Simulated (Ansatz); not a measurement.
# Ansatz 0.2.0, settings compared: Ta2Bi

Input:

```yaml
crystal:
  lattice:
    - [5.028587, 0.0, 0.0]
    - [-2.514293, 4.354888, 0.0]
    - [0.0, 0.0, 6.005653]
  atoms:
    - { symbol: Ta, position: [0.0, 0.0, 0.0] }
    - { symbol: Ta, position: [0.0, 0.0, 0.5] }
    - { symbol: Ta, position: [0.3333, 0.6667, 0.75] }
    - { symbol: Ta, position: [0.6666, 0.3333, 0.25] }
    - { symbol: Bi, position: [0.3333, 0.6667, 0.25] }
    - { symbol: Bi, position: [0.6666, 0.3333, 0.75] }
  symmetry: { tolerance: 0.0003 }
kpoints:
  mp_grid: { grid: [4, 4, 3], shift: [0, 0, 0] }
magnetization:
  spin_polarized: false
scf:
  occupations: { method: fermi_dirac, width: 0.0109 }
hamiltonian:
  pseudopotentials: { kind: paw }
  xc: pbesol
basis:
  ecutwfc: 420
output:
  forces: true
  stress: true
  eigenvalues: true
relax:
  max_steps: 40
  cell: {}
```

The command:

```bash
ansatz run input.yaml --threads 1 --pin off --max-ram 2560MiB --backend cpu --events-out ev --progress --plain --runs-dir out
```

Origin of the cell: a known structure type with other elements, at an estimated volume, so it need not be a known compound.

Output of this run (shortened):

```
Warning: the atoms were moved onto the symmetric positions of the space group found under crystal.symmetry.tolerance 3.0e-4 (fractional; no operation is sought that the atoms, as they stand i […]
Pseudopotentials: kind: paw
Pseudopotential: Ta, paw, valence charge 13, recommended cutoff 420 eV (normal), Ta.paw.azcp
Pseudopotential: Bi, paw, valence charge 15, recommended cutoff 420 eV (normal), Bi.paw.azcp
Functional definition: PBEsol
  exchange = pbesol_x
  correlation = pbesol_c
Crystal: 6 atoms, lattice volume = 131.517 Å³
Basis set: ecut = 420 eV, 2595 PW (Γ), exchange–correlation on 72×72×90 points (8 copies of the dense FFT grid, shifted against one another)
Bands: 50, of which v1, the nominal top of the filled ones, is band 41 counted from 1 (40 counted from 0)
Symmetry: 24 space group operations
Space group: P63/mmc (ITA 194), of the structure as read, at distance tolerance 1.5e-3 Å
k-points: 8 of 48
[… 5 lines left out …]
Initial density: superposition of atomic densities (neutral atoms: chi_scale 0, normalization atom), corrected by the library's trained network
Functional: x = pbesol(κ = 0.804, μ = 0.123457), c = pbesol(β = 0.046)
SCF iter   1: F=—  HF=-63705.754552 eV  Δρ=5.57e-3  dr2=5.18e-2
SCF iter   2: F=—  HF=-63705.747777 eV  Δρ=2.88e-3  dr2=1.19e-2  defer=16
SCF iter   3: F=—  HF=-63705.745801 eV  Δρ=4.71e-4  dr2=3.46e-4  defer=23
SCF iter   4: F=—  HF=-63705.745773 eV  Δρ=1.17e-4  dr2=1.53e-5  defer=23
SCF iter   5: F=—  HF=-63705.745759 eV  Δρ=1.84e-5  dr2=4.49e-7  defer=23
SCF iter   6: F=-63705.745759 eV  HF=-63705.745759 eV  Δρ=3.80e-6  dr2=2.36e-8
relax step   1: F+E_penalty+E_count = -63705.745759 eV  Δ(F+E_penalty+E_count) = +0.000e0 eV  max|allowed force component| = 2.600e-16 eV/Å  Δτ_max = 0.0000 Å  P = -12.742 GPa  Ω = 131.517 Å³ […]
relax step   2: F+E_penalty+E_count = -63706.376815 eV  Δ(F+E_penalty+E_count) = -6.311e-1 eV  max|allowed force component| = 4.073e-16 eV/Å  Δτ_max = 0.0000 Å  P = +0.081 GPa  Ω = 118.491 Å³ […]
relax step   3: F+E_penalty+E_count = -63706.378479 eV  Δ(F+E_penalty+E_count) = -1.665e-3 eV  max|allowed force component| = 3.720e-17 eV/Å  Δτ_max = 0.0000 Å  P = +0.092 GPa  Ω = 118.542 Å³ […]
relax step   4: F+E_penalty+E_count = -63706.378539 eV  Δ(F+E_penalty+E_count) = -5.932e-5 eV  max|allowed force component| = 1.850e-16 eV/Å  Δτ_max = 0.0000 Å  P = -0.017 GPa  Ω = 118.618 Å³ […]
relax step   5: F+E_penalty+E_count = -63706.375538 eV  Δ(F+E_penalty+E_count) = +3.001e-3 eV  max|allowed force component| = 3.331e-16 eV/Å  Δτ_max = 0.0000 Å  P = -0.031 GPa  Ω = 118.618 Å³  stress off target by 3.95e-2 GPa […]
SCF 5 converged in 6 iterations: F = -63706.375538 eV  dr2 = 7.79e-13
basis re-selected at this cell: Δ(F+E_penalty+E_count) = +3.001e-3 eV, ΔP = -0.014 GPa vs the last step (what re-selecting the basis moved, of the pressure what is left beyond the Pulay corre […]
SCF converged after 6 iterations
Free energy (F): -63706.375538 eV
Harris-Foulkes:  -63706.375538 eV  (|F-HF|=1.46e-11)
Internal energy: -63706.369867 eV  (E = F + TS)
E sigma→0 (E₀):  -63706.372703 eV
Entropy (-TS):   -0.005671 eV (-0.945 meV/atom)
Fermi energy:    18.520366 eV
--- Per-component energies (eV) ---
  E_band       = -449.146133
  E_kinetic    = 2078.920176
  E_local      = -4570.713149  (includes V_loc(G=0)·N_el)
  E_nonlocal   = 1194.747443
  E_hartree    = 1496.200486
  E_xc         = -1167.848843
  E_vxc        = -1103.653668  (∫ρ·V_xc dr)
  E_paw        = -54114.263726  (= ΣΔE_a)
  E_vpaw       = -1040.847413  (= ΣTr[D̂ρ^β])
  E_aug_tail   = -0.000458  (compensation charges beyond the density's cutoff)
  E_ewald      = -8624.445886
  E_core_change = 1.034090  (= ΣΔE_core)
  E_smearing   = -0.005671  (= −TS)
  Σ components = -63706.375538   (vs F -63706.375538, Δ=0.00e0)
--- Forces (eV/Å), atoms counted from 1 ---
  atom   1  Ta    -0.000000     0.000000    -0.000000
  atom   2  Ta     0.000000     0.000000     0.000000
  atom   3  Ta     0.000000     0.000000     0.000000
  atom   4  Ta    -0.000000    -0.000000     0.000000
  atom   5  Bi    -0.000000    -0.000000     0.000000
  atom   6  Bi     0.000000     0.000000     0.000000
  max |Σ_I F_I| component: 3.70e-17 eV/Å
--- Stress (GPa, compression-positive) ---
       -0.026792       0.000000       0.000000
        0.000000      -0.026792       0.000000
        0.000000       0.000000      -0.039517
  P = ⅓ Tr σ = -0.0310 GPa (-0.310 kbar)
--- Relaxed structure (4 steps of the walk, 4 accepted, 1 SCFs on fresh bases) ---
  F+E_penalty+E_count = -63706.375538 eV   max|allowed force component| = 3.331e-16 eV/Å   (the final SCF, on the basis selected at the relaxed cell)
  cell:  # Å, volume = 118.6176 Å³
    - [4.903422, -2.814e-7, 0.0]
    - [-2.451711, 4.246488, 0.0]
    - [0.0, 0.0, 5.696657]
  atoms:
    - { symbol: Ta, position: [-1.849e-17, 0.0, 0.0] }
    - { symbol: Ta, position: [-1.849e-17, 0.0, 0.500000] }
    - { symbol: Ta, position: [0.333333, 0.666667, 0.750000] }
    - { symbol: Ta, position: [0.666667, 0.333333, 0.250000] }
    - { symbol: Bi, position: [0.333333, 0.666667, 0.250000] }
    - { symbol: Bi, position: [0.666667, 0.333333, 0.750000] }
```

The same input was run again with these changes:

1. `scf.occupations.method` fermi_dirac → gaussian; `scf.occupations.width` 0.0109 → 0.025
2. `scf.occupations.width` 0.0109 → default; `scf.occupations.method` fermi_dirac → tetrahedron; `basis.ecutwfc` 420 → "14.7 Ry"
3. `relax.f_tol` default → 0.001; `relax.max_displacement` default → 0.05; `basis.ecutrho_ratio` default → 12
4. `basis.ecutrho_ratio` default → 4; `basis.xc_grid` default → 3

| run | end | SCF iterations | volume (Å³/atom) | max force component (eV/Å) | moment (μB) | ΔE(σ→0) (meV/atom) |
| --- | --- | --- | --- | --- | --- | --- |
| base | converged | 30 | 19.77 | 0.000 | – | 0 |
| 1 | converged | 30 | 19.77 | 0.000 | – | 0.03 |
| 2 | relaxation steps ran out | 281 | – | – | – | – |
| 3 | converged | 30 | 19.77 | 0.000 | – | 0.01 |
| 4 | converged | 30 | 19.77 | 0.000 | – | 0.00 |

Energies are compared only where functional, datasets, charge and starting cell are the same.

Caveats of the base run: no moments, though an odd count or open d shells may carry them; no spin-orbit coupling, though heavy elements are present; the k mesh is coarse if the cell is a metal; the relaxation held the start's symmetry, so the end may be a saddle point.

The base run took 19 s on 1 thread of Intel(R) Xeon(R) Platinum 8259CL CPU @ 2.50GHz (Skylake/Cascade Lake), on a shared host, peak memory 0.55 GiB, from the program's own first density.
